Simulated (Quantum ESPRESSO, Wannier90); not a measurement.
## Wannier functions of LiNbO2 (P6₃/mmc)

```
begin unit_cell_cart
ang
    2.9217801281    0.0000000000    0.0000000000
   -1.4608900640    2.5303358152    0.0000000000
    0.0000000000    0.0000000000   10.4510300000
end unit_cell_cart
begin atoms_frac
Li   0.0000000000  0.0000000000  0.0000000000
Li   0.0000000000  0.0000000000  0.5000000000
Nb   0.3333333333 -0.3333333333 -0.2500000000
Nb  -0.3333333333  0.3333333333  0.2500000000
O    0.3333333333 -0.3333333333  0.1218300000
O   -0.3333333333  0.3333333333 -0.1218300000
O   -0.3333333333  0.3333333333 -0.3781700000
O    0.3333333333 -0.3333333333  0.3781700000
end atoms_frac
```

Cell from Materials Project (mp-3924), symmetrised, no further relaxation. COD (Crystallography Open Database) has an entry of this formula and space group (matched by these alone). Level: LDA, no spin polarisation, no spin-orbit coupling; pw.x of Quantum ESPRESSO at 68 Ry with PseudoDojo potentials, 6×6×4 k-points, Wannier90. Density: 12×12×4 mesh, cold smearing 0.01 Ry.

Bands 15-26 form an isolated set from -7.88 to -3.48 eV relative to the valence-band maximum (on the path) and are turned into 12 Wannier functions by minimising the spread from the start: atomic waves O 2p.

Task: Where do the functions sit, how wide are they and what are they made of?

Result: 
```tsv
functions	spread (Å²)	nearest atom, distance (Å)	second atom, distance (Å)	weight on atomic waves
4	1.38	O 0.12	Nb 2.08	O 2p 78 %, Nb 4d 14 %
8	1.25	O 0.16	Nb 2.04	O 2p 80 %, Nb 4d 15 %
```

Ω_I = 15.19 Å², Ω_total = 15.51 Å²; the interpolated bands follow pw.x to 2.1 meV rms on the path. Only this start was tried; a symmetric start can stop on a saddle, and mixtures of these functions could lower the total by at most Ω_total − Ω_I.
